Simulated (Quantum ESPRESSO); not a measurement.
# Al7GaAs8: finding a planted mistake in a log

A calculation, not a measurement. The program is pw.x of Quantum ESPRESSO 7.5 (plane-wave density functional theory). The cell is made up: 16 atoms on a doubled zincblende/diamond lattice, with randomly drawn elements, strain and displacements, not relaxed. PseudoDojo standard norm-conserving files (v0.5 for PBE, v0.4.1 for LDA and PBEsol) set the functional; there is no spin polarisation, spin-orbit coupling or dispersion term, and the masses in the input are unused placeholders.

Intended input:

```
&control calculation='scf', pseudo_dir='./dojo.nc.sr.pbe.v0_5.standard.upf', outdir='./o', disk_io='low', tprnfor=.true., tstress=.true. /
&system ibrav=0, nat=16, ntyp=3, nbnd=83, ecutwfc=84.00895049, nosym=.true., tot_charge=0,
 occupations='smearing', smearing='fd', degauss=0.0018374661
/
&electrons conv_thr=7.350e-09, electron_maxstep=60, /
ATOMIC_SPECIES
Al 1.0 Al.upf
As 1.0 As.upf
Ga 1.0 Ga.upf
CELL_PARAMETERS angstrom
5.6203 -0.0141 0.0715
-0.0141 5.6808 0.0499
0.1431 0.0999 11.2193
ATOMIC_POSITIONS angstrom
Al 0.0926 0.086 -0.1343
Al 0.1435 2.9083 2.7628
Al 2.8836 0.1065 2.8697
Al 2.9542 2.787 -0.0185
Ga 0.1394 0.0516 5.6538
Al 0.1733 2.9585 8.3174
Al 2.9972 0.0413 8.4571
Al 2.7831 2.9235 5.6537
As 1.32 1.2704 1.3275
As 1.4991 4.3185 4.3431
As 4.2654 1.4322 4.1556
As 4.2186 4.3216 1.5459
As 1.5632 1.435 7.0157
As 1.3263 4.4405 9.7546
As 4.3705 1.5312 9.9745
As 4.3926 4.0985 7.1157
K_POINTS automatic
4 4 2 1 1 1
```

The log is shortened where brackets say so; the opening notice, blank lines, dates and the lines on written files are dropped, and the path of the files is cut. It prints rydbergs, bohrs and kilobars, and counts compression as positive stress. Where no state is partly filled, the Fermi energy that it prints is only some level between the filled and the empty states on the mesh, and need not lie in the true gap.

Log of the intended run:

```
     Program PWSCF v.7.5
     Parallel version (MPI & OpenMP), running on       4 processor cores
     Number of MPI processes:                 4
     Threads/MPI process:                     1
     [start-up lines left out]
     bravais-lattice index     =            0
     lattice parameter (alat)  =      10.6217  a.u.
     unit-cell volume          =    2416.7068 (a.u.)^3
     number of atoms/cell      =           16
     number of atomic types    =            3
     number of electrons       =       154.00
     number of Kohn-Sham states=           83
     kinetic-energy cutoff     =      84.0090  Ry
     charge density cutoff     =     336.0358  Ry
     scf convergence threshold =      7.3E-09
     mixing beta               =       0.7000
     number of iterations used =            8  plain     mixing
     Exchange-correlation= PBE
                           (   1   4   3   4   0   0   0)
     [axes and pseudopotential details left out]
   Cartesian axes
     site n.     atom                  positions (alat units)
         1        Al     tau(   1) = (   0.0164746   0.0153004  -0.0238935  )
         2        Al     tau(   2) = (   0.0255303   0.5174200   0.4915339  )
         3        Al     tau(   3) = (   0.5130256   0.0189476   0.5105526  )
         4        Al     tau(   4) = (   0.5255861   0.4958393  -0.0032914  )
         5        Ga     tau(   5) = (   0.0248009   0.0091802   1.0058760  )
         6        Al     tau(   6) = (   0.0308321   0.5263511   1.4797610  )
         7        Al     tau(   7) = (   0.5332363   0.0073477   1.5046153  )
         8        Al     tau(   8) = (   0.4951455   0.5201242   1.0058582  )
         9        As     tau(   9) = (   0.2348432   0.2260188   0.2361775  )
        10        As     tau(  10) = (   0.2667071   0.7683108   0.7726874  )
        11        As     tau(  11) = (   0.7588637   0.2548048   0.7393290  )
        12        As     tau(  12) = (   0.7505374   0.7688623   0.2750334  )
        13        As     tau(  13) = (   0.2781112   0.2553030   1.2481736  )
        14        As     tau(  14) = (   0.2359640   0.7900160   1.7354554  )
        15        As     tau(  15) = (   0.7775622   0.2724181   1.7745781  )
        16        As     tau(  16) = (   0.7814940   0.7291702   1.2659648  )
     number of k points=    16  Fermi-Dirac smearing, width (Ry)=  0.0018
                       cart. coord. in units 2pi/alat
        k(    1) = (   0.1237595   0.1229096   0.1225749), wk =   0.1250000
        k(    2) = (   0.1269525   0.1251184  -0.1279812), wk =   0.1250000
     [further k points left out]
     Dense  grid:   251281 G-vectors     FFT dimensions: (  64,  64, 125)
     Estimated max dynamical RAM per process >     657.29 MB
     Estimated total dynamical RAM >       2.39 GB
     Initial potential from superposition of free atoms
     starting charge     153.9783, renormalised to     154.0000
     Starting wfcs are  109 randomized atomic wfcs
     total cpu time spent up to now is       12.7 secs
     per-process dynamical memory:   450.7 Mb
     Self-consistent Calculation
     iteration #  1     ecut=    84.01 Ry     beta= 0.70
     Davidson diagonalization with overlap
     ethr =  1.00E-02,  avg # of iterations =  3.9
     Threshold (ethr) on eigenvalues was too large:
     Diagonalizing with lowered threshold
     Davidson diagonalization with overlap
     ethr =  3.36E-04,  avg # of iterations =  2.6
     total cpu time spent up to now is       65.8 secs
     total energy              =   -1882.74358155 Ry
     estimated scf accuracy    <       0.54573769 Ry
     iteration #  2     ecut=    84.01 Ry     beta= 0.70
     Davidson diagonalization with overlap
     ethr =  3.54E-04,  avg # of iterations =  6.8
     total cpu time spent up to now is       92.8 secs
     total energy              =   -1882.79829731 Ry
     estimated scf accuracy    <       0.14778643 Ry
     [iterations 3 to 10 left out]
     iteration # 11     ecut=    84.01 Ry     beta= 0.70
     Davidson diagonalization with overlap
     ethr =  8.51E-11,  avg # of iterations =  3.8
     total cpu time spent up to now is      322.5 secs
     total energy              =   -1882.85180977 Ry
     estimated scf accuracy    <       0.00000003 Ry
     iteration # 12     ecut=    84.01 Ry     beta= 0.70
     Davidson diagonalization with overlap
     ethr =  1.77E-11,  avg # of iterations =  3.1
     total cpu time spent up to now is      345.0 secs
     End of self-consistent calculation
     [lines on levels left out]
     the Fermi energy is     7.8659 ev
!    total energy              =   -1882.85180977 Ry
     estimated scf accuracy    <          1.7E-09 Ry
     smearing contrib. (-TS)   =      -0.00000000 Ry
     internal energy E=F+TS    =   -1882.85180977 Ry
     The total energy is F=E-TS. E is the sum of the following terms:
     one-electron contribution =   -1182.60735584 Ry
     hartree contribution      =     661.93960923 Ry
     xc contribution           =    -437.52661840 Ry
     ewald contribution        =    -924.65744476 Ry
     convergence has been achieved in  12 iterations
     Forces acting on atoms (cartesian axes, Ry/au):
     atom    1 type  1   force =    -0.07188830   -0.04132976    0.03328267
     atom    2 type  1   force =    -0.01400624   -0.00290453    0.00180745
     atom    3 type  1   force =    -0.03257385   -0.03127521   -0.02985638
     atom    4 type  1   force =    -0.08722491    0.06650002    0.06436629
     atom    5 type  3   force =    -0.04163150    0.00068646   -0.01303975
     atom    6 type  1   force =     0.02614031   -0.07094516    0.05919747
     atom    7 type  1   force =     0.01279480   -0.00673787   -0.00022904
     atom    8 type  1   force =     0.06454449   -0.02981836   -0.00658530
     atom    9 type  2   force =     0.07861717    0.07509917    0.04914345
     atom   10 type  2   force =    -0.01710063    0.01216894   -0.05216008
     atom   11 type  2   force =     0.02914036    0.04072468    0.05936409
     atom   12 type  2   force =     0.01458263   -0.01228514   -0.03696684
     atom   13 type  2   force =    -0.00114224   -0.00404432    0.02253072
     atom   14 type  2   force =     0.08889570   -0.05140870   -0.00055804
     atom   15 type  2   force =     0.02839336   -0.02804718   -0.10114196
     atom   16 type  2   force =    -0.07754115    0.08361696   -0.04915473
     Total force =     0.327415     Total SCF correction =     0.000290
     Computing stress (Cartesian axis) and pressure
          total   stress  (Ry/bohr**3)                   (kbar)     P=       50.43
   0.00034559  -0.00008223   0.00001308           50.84      -12.10        1.92
  -0.00008223   0.00031517   0.00004807          -12.10       46.36        7.07
   0.00001308   0.00004807   0.00036766            1.92        7.07       54.08
     init_run     :     11.75s CPU     12.28s WALL (       1 calls)
     electrons    :    326.99s CPU    332.44s WALL (       1 calls)
     forces       :      4.70s CPU      4.78s WALL (       1 calls)
     stress       :     14.25s CPU     14.55s WALL (       1 calls)
     [timing details left out]
     PWSCF        :   5m58.17s CPU   6m 4.72s WALL
     JOB DONE.
```

A second run was made from an input with one planted mistake. Its log:

```
     Program PWSCF v.7.5
     Parallel version (MPI & OpenMP), running on       4 processor cores
     Number of MPI processes:                 4
     Threads/MPI process:                     1
     [start-up lines left out]
     bravais-lattice index     =            0
     lattice parameter (alat)  =      10.6217  a.u.
     unit-cell volume          =    2416.7068 (a.u.)^3
     number of atoms/cell      =           16
     number of atomic types    =            3
     number of electrons       =       155.00
     number of Kohn-Sham states=           84
     kinetic-energy cutoff     =      84.0090  Ry
     charge density cutoff     =     336.0358  Ry
     scf convergence threshold =      7.3E-09
     mixing beta               =       0.7000
     number of iterations used =            8  plain     mixing
     Exchange-correlation= PBE
                           (   1   4   3   4   0   0   0)
     [axes and pseudopotential details left out]
   Cartesian axes
     site n.     atom                  positions (alat units)
         1        Al     tau(   1) = (   0.0164746   0.0153004  -0.0238935  )
         2        Al     tau(   2) = (   0.0255303   0.5174200   0.4915339  )
         3        Al     tau(   3) = (   0.5130256   0.0189476   0.5105526  )
         4        Al     tau(   4) = (   0.5255861   0.4958393  -0.0032914  )
         5        Ga     tau(   5) = (   0.0248009   0.0091802   1.0058760  )
         6        Al     tau(   6) = (   0.0308321   0.5263511   1.4797610  )
         7        Al     tau(   7) = (   0.5332363   0.0073477   1.5046153  )
         8        Al     tau(   8) = (   0.4951455   0.5201242   1.0058582  )
         9        As     tau(   9) = (   0.2348432   0.2260188   0.2361775  )
        10        As     tau(  10) = (   0.2667071   0.7683108   0.7726874  )
        11        As     tau(  11) = (   0.7588637   0.2548048   0.7393290  )
        12        As     tau(  12) = (   0.7505374   0.7688623   0.2750334  )
        13        As     tau(  13) = (   0.2781112   0.2553030   1.2481736  )
        14        As     tau(  14) = (   0.2359640   0.7900160   1.7354554  )
        15        As     tau(  15) = (   0.7775622   0.2724181   1.7745781  )
        16        As     tau(  16) = (   0.7814940   0.7291702   1.2659648  )
     number of k points=    16  Fermi-Dirac smearing, width (Ry)=  0.0018
                       cart. coord. in units 2pi/alat
        k(    1) = (   0.1237595   0.1229096   0.1225749), wk =   0.1250000
        k(    2) = (   0.1269525   0.1251184  -0.1279812), wk =   0.1250000
     [further k points left out]
     Dense  grid:   251281 G-vectors     FFT dimensions: (  64,  64, 125)
     Estimated max dynamical RAM per process >     661.64 MB
     Estimated total dynamical RAM >       2.40 GB
     Initial potential from superposition of free atoms
     starting charge     153.9783, renormalised to     155.0000
     Starting wfcs are  109 randomized atomic wfcs
     total cpu time spent up to now is       11.9 secs
     per-process dynamical memory:   453.2 Mb
     Self-consistent Calculation
     iteration #  1     ecut=    84.01 Ry     beta= 0.70
     Davidson diagonalization with overlap
     ethr =  1.00E-02,  avg # of iterations =  3.8
     Threshold (ethr) on eigenvalues was too large:
     Diagonalizing with lowered threshold
     Davidson diagonalization with overlap
     ethr =  2.59E-04,  avg # of iterations =  7.8
     total cpu time spent up to now is       69.8 secs
     total energy              =   -1882.13001496 Ry
     estimated scf accuracy    <       0.44224530 Ry
     iteration #  2     ecut=    84.01 Ry     beta= 0.70
     Davidson diagonalization with overlap
     ethr =  2.85E-04,  avg # of iterations =  7.8
     total cpu time spent up to now is       99.8 secs
     total energy              =   -1881.97582914 Ry
     estimated scf accuracy    <       0.90756798 Ry
     [iterations 3 to 11 left out]
     iteration # 12     ecut=    84.01 Ry     beta= 0.70
     Davidson diagonalization with overlap
     ethr =  9.04E-11,  avg # of iterations =  3.1
     total cpu time spent up to now is      375.3 secs
     total energy              =   -1882.22527948 Ry
     estimated scf accuracy    <       0.00000001 Ry
     iteration # 13     ecut=    84.01 Ry     beta= 0.70
     Davidson diagonalization with overlap
     ethr =  8.34E-12,  avg # of iterations =  4.9
     total cpu time spent up to now is      401.7 secs
     End of self-consistent calculation
     [lines on levels left out]
     the Fermi energy is     8.6198 ev
!    total energy              =   -1882.22527948 Ry
     estimated scf accuracy    <          2.6E-09 Ry
     smearing contrib. (-TS)   =      -0.00073074 Ry
     internal energy E=F+TS    =   -1882.22454874 Ry
     The total energy is F=E-TS. E is the sum of the following terms:
     one-electron contribution =   -1180.97097597 Ry
     hartree contribution      =     661.58725399 Ry
     xc contribution           =    -438.18338199 Ry
     ewald contribution        =    -924.65744476 Ry
     convergence has been achieved in  13 iterations
     Forces acting on atoms (cartesian axes, Ry/au):
     atom    1 type  1   force =    -0.06775078   -0.03802770    0.02943562
     atom    2 type  1   force =    -0.00824495   -0.00253771    0.00175713
     atom    3 type  1   force =    -0.03296648   -0.02460312   -0.02896236
     atom    4 type  1   force =    -0.08463574    0.06442551    0.06139127
     atom    5 type  3   force =    -0.03658386    0.00465232   -0.00979403
     atom    6 type  1   force =     0.02978533   -0.06992739    0.05403625
     atom    7 type  1   force =     0.01320140   -0.00296868   -0.00439861
     atom    8 type  1   force =     0.06080203   -0.02747924   -0.00424451
     atom    9 type  2   force =     0.07561556    0.07241817    0.04851600
     atom   10 type  2   force =    -0.01687331    0.00706507   -0.05204730
     atom   11 type  2   force =     0.02395282    0.03858608    0.05557128
     atom   12 type  2   force =     0.01222490   -0.01221801   -0.03462883
     atom   13 type  2   force =    -0.00100092   -0.00483206    0.02656110
     atom   14 type  2   force =     0.08395796   -0.05148608    0.00198684
     atom   15 type  2   force =     0.02765523   -0.03005314   -0.09674772
     atom   16 type  2   force =    -0.07913920    0.07698597   -0.04843214
     Total force =     0.313727     Total SCF correction =     0.000331
     Computing stress (Cartesian axis) and pressure
          total   stress  (Ry/bohr**3)                   (kbar)     P=      100.09
   0.00068288  -0.00010588   0.00004995          100.46      -15.58        7.35
  -0.00010588   0.00066110   0.00007869          -15.58       97.25       11.58
   0.00004995   0.00007869   0.00069725            7.35       11.58      102.57
     init_run     :     10.90s CPU     11.37s WALL (       1 calls)
     electrons    :    382.01s CPU    389.88s WALL (       1 calls)
     forces       :      4.57s CPU      4.66s WALL (       1 calls)
     stress       :     13.99s CPU     14.33s WALL (       1 calls)
     [timing details left out]
     PWSCF        :   6m52.12s CPU   7m 1.06s WALL
     JOB DONE.
```

Question: what was wrong in the second input?

Answer: the cell has the wrong charge. The input lines that differ, file-writing options aside:

```
- &system ibrav=0, nat=16, ntyp=3, nbnd=83, ecutwfc=84.00895049, nosym=.true., tot_charge=0,
+ &system ibrav=0, nat=16, ntyp=3, nbnd=84, ecutwfc=84.00895049, nosym=.true., tot_charge=-1,
```

|  | intended run | run with the mistake |
| --- | --- | --- |
| free energy (eV) | -25617.504 | -25608.980 |
| smearing term -TS (eV) | 0.0000 | -0.0099 |
| pressure (GPa) | 5.04 | 10.01 |
| largest force component (eV/Å) | 2.600 | 2.487 |
| largest change of a force component (eV/Å) |  | 0.172 |
| iterations | 12 | 13 |

For scale, a rerun of the intended cell at a cutoff of 1437 eV and k mesh 6 x 6 x 4 moved values by no more than 0.018 eV in energy, 0.02 GPa in stress and 0.003 eV/Å in force. The charged cell sits in a uniform background, so its energy and stress rest on the program's zero of potential. The number of bands, nbnd, was set by rule from the electron count and the smearing, so it follows the mistake.